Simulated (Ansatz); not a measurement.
An element in the bcc structure gives these cold pressures by all-electron LAPW under PBEsol (Ansatz 0.2.0, scalar-relativistic, no spin polarisation).

```tsv
V (Å³/atom)	P (GPa)
14.35	0.01
12.91	11.30
11.48	32.4
10.04	73.1
8.61	154.5
7.17	331.4
5.74	755.9
```

Question: Which element is it?

Answer: Zn. Its zero-pressure volume in this structure is near 14.3 Å³/atom; the volume and the steepness of P(V) together point to it, though neighbours can come close. Neighbours weren't tried against these numbers.
